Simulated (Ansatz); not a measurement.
C:
```
CELL_PARAMETERS angstrom
      4.43605     0.00000     0.00000
     -2.21802     3.84173     0.00000
      0.00000     0.00000     2.52196
ATOMIC_POSITIONS crystal
  C  0.44790 0.89579 0.25000
  C  0.10421 0.55210 0.25000
  C  0.44790 0.55210 0.25000
  C  0.55210 0.10421 0.75000
  C  0.89579 0.44790 0.75000
  C  0.55210 0.44790 0.75000
```

Relaxed with r²SCAN.

Problem. Map the electron localisation function on the plane through (0.104, 0.552, 0.250) spanned by u = [1, 0, 0] and v = [0, 0, 1] in lattice vectors, from DFT-r²SCAN in the program Ansatz with PAW potentials.

Solution. x is the fraction of u, y of v (the angle between them is 90°; rows are the nearest grid lines); atoms in the plane: C at (0.00, 0.00), C at (0.34, 0.00).
```
y \ x   0.000  0.0909  0.182  0.273  0.364  0.455  0.545  0.636  0.727  0.818  0.909   1.00
------  -----  ------  -----  -----  -----  -----  -----  -----  -----  -----  -----  -----
1.00    0.006   0.518  0.867  0.268  0.010  0.495  0.397  0.048  0.080  0.492  0.369  0.006
0.938   0.031   0.525  0.844  0.309  0.056  0.603  0.446  0.065  0.102  0.547  0.508  0.031
0.875   0.279   0.536  0.766  0.409  0.376  0.793  0.553  0.131  0.180  0.657  0.765  0.279
0.750   0.797   0.473  0.415  0.519  0.858  0.920  0.705  0.496  0.515  0.775  0.929  0.797
0.688   0.806   0.370  0.222  0.463  0.859  0.891  0.701  0.695  0.684  0.741  0.907  0.806
0.625   0.723   0.247  0.096  0.348  0.781  0.774  0.646  0.823  0.797  0.636  0.808  0.723
0.562   0.591   0.152  0.041  0.236  0.648  0.557  0.574  0.885  0.855  0.499  0.616  0.591
0.438   0.591   0.152  0.041  0.236  0.648  0.557  0.574  0.885  0.855  0.499  0.616  0.591
0.375   0.723   0.247  0.096  0.348  0.781  0.774  0.646  0.823  0.797  0.636  0.808  0.723
0.312   0.806   0.370  0.222  0.463  0.859  0.891  0.701  0.695  0.684  0.741  0.907  0.806
0.250   0.797   0.473  0.415  0.519  0.858  0.920  0.705  0.496  0.515  0.775  0.929  0.797
0.125   0.279   0.536  0.766  0.409  0.376  0.793  0.553  0.131  0.180  0.657  0.765  0.279
0.0625  0.031   0.525  0.844  0.309  0.056  0.603  0.446  0.065  0.102  0.547  0.508  0.031
0.000   0.006   0.518  0.867  0.268  0.010  0.495  0.397  0.048  0.080  0.492  0.369  0.006
```

The density is the valence pseudo-density with augmentation charge, so density and ELF within about 1 Å of a nucleus are not all-electron values.

Space group P6_3/mmc. The start of the workflow was typed in or built on a structure type. Its sites differ from those of the usual phase in this space group: another stacking or structure type. Symmetry was held in the r²SCAN relaxation; whether a distortion lowers the energy is not shown.

Potentials: the earlier of the program's two PAW sets.
